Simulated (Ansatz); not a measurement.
# Ni₂Pt₃ (P-6m2) at 2 levels of theory

One geometry, relaxed with PBE; plane waves with PAW potentials in Ansatz, scalar-relativistic. Collinear spin, ending at 5.2 μB a primitive cell. Gaps are the least over mesh and band path; pressure is positive in compression.

```xyz
10
Lattice="2.7354 0.0000 0.0000 -1.3677 2.3689 0.0000 0.0000 0.0000 21.7632" Properties=species:S:1:pos:R:3 pbc="T T T"
Ni    0.0000    0.0000    0.0000
Ni    0.0000    1.5793    6.6581
Ni    0.0000    1.5793   10.8816
Ni    0.0000    1.5793   15.1051
Pt    0.0000    0.0000    4.5567
Pt    0.0000    0.0000    8.7709
Pt    0.0000    0.0000   12.9923
Pt    0.0000    0.0000   17.2065
Pt    0.0000    1.5793    2.1057
Pt    0.0000    1.5793   19.6575
```

| level | cutoff (eV) | k mesh | gap (eV) | pressure (GPa) | largest moment (μB) |
| --- | --- | --- | --- | --- | --- |
| PBE | 420 | 18×18×2 | 0 | 0.0 | 0.94 |

**Question.** What comes out on the same cell with r2SCAN?

**Answer.**
| level | cutoff (eV) | k mesh | gap (eV) | pressure (GPa) | largest moment (μB) |
| --- | --- | --- | --- | --- | --- |
| r2SCAN | 500 | 18×18×2 | 0 | -4.0 | 1.11 |

The state reached may not be the lowest one. Spin-orbit coupling matters for the bands of heavy elements and is left out.

The structure comes from a generated guess; another structure or a mixture of phases may lie lower.
